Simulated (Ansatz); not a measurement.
BN:
```
BN
1.0
    2.49821     0.00000     0.00000
   -1.24910     2.16351     0.00000
    0.00000     0.00000    13.74279
B N
4 4
Cartesian
  0.00000   1.44234   1.65188
  1.24910   0.72117   8.52327
  1.24910   0.72117  12.09091
  0.00000   1.44234   5.21952
  0.00000   1.44234   8.52409
  1.24910   0.72117   1.65269
  1.24910   0.72117   5.21870
  0.00000   1.44234  12.09010
```

Relaxed with r²SCAN+D4. Independent-particle spectrum: no excitons, no local fields, no scissors shift; 0.1 eV broadening; ε₁ of the summed bands alone.

Tabulate the dielectric function from plane-wave PAW r²SCAN+D4 (Ansatz code).



```csv
E (eV),ε₁ xx,ε₂ xx,ε₁ zz,ε₂ zz
0.0,4.22,0.00,2.54,0.00
0.5,4.24,0.00,2.54,0.00
1.0,4.28,0.00,2.55,0.00
1.5,4.35,0.00,2.57,0.00
2.0,4.46,0.00,2.59,0.00
2.5,4.61,0.00,2.62,0.00
3.0,4.84,0.00,2.66,0.00
3.5,5.16,0.00,2.72,0.00
4.0,5.66,0.00,2.80,0.00
4.5,6.56,0.00,2.92,0.00
5.0,9.15,0.53,3.09,0.15
5.5,9.88,4.05,3.16,0.34
6.0,6.90,11.26,3.07,0.49
6.5,1.51,9.19,2.98,0.49
7.0,-1.70,5.25,3.00,0.44
7.5,-0.86,3.10,3.12,0.32
8.0,-0.21,2.09,3.37,0.27
8.5,0.31,1.50,3.73,0.26
9.0,0.75,1.12,4.29,0.27
9.5,1.16,0.87,5.42,0.33
10.0,1.52,0.71,8.34,3.64
10.5,1.85,0.60,3.02,6.74
11.0,2.25,0.53,1.07,4.90
11.5,2.65,0.54,0.71,3.66
12.0,3.02,0.79,0.65,3.18
```

From ε at 5.3 eV (xx: 9.36 + 3.47i), find n, k, the normal reflectivity and the absorption coefficient.

n = 3.11, k = 0.558, R = 28 %, α = 2kE/ħc = 300000 cm⁻¹.

With all bands, ε∞ without local fields is 4.31 (xx = yy), 2.75 (zz). DFPT, with local fields, gives 4.32 (xx = yy), 2.46 (zz).

Space group P6_3/mmc. A made-up cell: these elements were put on the sites of a structure type. Its sites differ from those of the usual phase in this space group: another stacking or structure type. The cell was relaxed with r²SCAN+D4 under the symmetry of its start; phonons on a q-mesh show weakly imaginary modes. The volume moved by 56 % from the start of the relaxation.

Potentials: the later of the program's two PAW sets.
